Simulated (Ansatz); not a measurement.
The start is a randomly generated symmetric cell of Sr (space group No. 174). The structure is fully relaxed (lattice and positions, P = 0) with r2SCAN (plane waves to 500 eV, PAW, scalar-relativistic; Ansatz, a first-principles code). The first steps use a coarse 7×7×4 k-mesh.

Starting cell:
```
CELL_PARAMETERS angstrom
      5.80748     0.00000     0.00000
     -2.90374     5.02942     0.00000
      0.00000     0.00000     8.28182
ATOMIC_POSITIONS crystal
  Sr 0.33333 0.66667 0.00000
  Sr 0.76168 0.13019 0.50000
  Sr 0.86981 0.63149 0.50000
  Sr 0.36851 0.23832 0.50000
```

Question: What symmetry does the relaxed structure have?

Answer: The space group goes from P-6 (No. 174) to P-62m (No. 189), with 4 atoms in the primitive cell.

Question: By how much does the energy per atom fall from start to end?

Answer: About 1.3 eV/atom.

Question: How does the volume change?

Answer: +31.4 %, from 60.47 to 79.45 Å³/atom.

Question: Is the relaxed structure metallic? Give its gap.

Answer: No gap (metallic).

Final values are on a 8×8×7 k-mesh of the relaxed cell. The start holds a very short contact (Sr–Sr 2.65 Å). No spin polarisation in the result.

The run could not lose the symmetry of its start: the end is stationary, and may be a saddle point rather than a minimum.

The relaxed structure here is a generated cell of Sr: the first start was made by a random draw of sites in a space group, and the end was not matched to a known phase here, so it may be hypothetical. Known forms of Sr include space group No. 225.
